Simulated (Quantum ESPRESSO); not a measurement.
LiHF2 is modelled in the trigonal space group R-3m, hexagonal axes (No. 166), Pearson symbol hR4. Conventional cell: a = b = 2.9885 Å, c = 13.1678 Å, α = β = 90.00°, γ = 120.00°. H on 3b is coordinated by 2 F at 1.139 Å (linear). Li on 3a is coordinated by 6 F at 2.023 Å (octahedral). F on 6c is coordinated by 1 H at 1.139 Å and 3 Li at 2.023 Å. (Neighbours: up to the widest gap in distance over summed covalent radii, below 1.35, at either atom; cation-cation contacts left out.)
(The calculation used a cell of 4 atoms; values per cell refer to that cell.)

Cell and atoms were relaxed with PBE+D3(BJ) from Materials Project entry mp-24199, within its symmetry.

Problem. What does norm-conserving PBEsol (Quantum ESPRESSO, 84 Ry, no spin-orbit coupling) give for the electronic structure near the Fermi level?

Solution. The PBEsol gap is indirect, 8.14 eV, from Z to Γ; the smallest direct gap is 8.34 eV. 

The structure is a Materials Project entry; no match was found in the copy of COD used, and its stability was not checked.
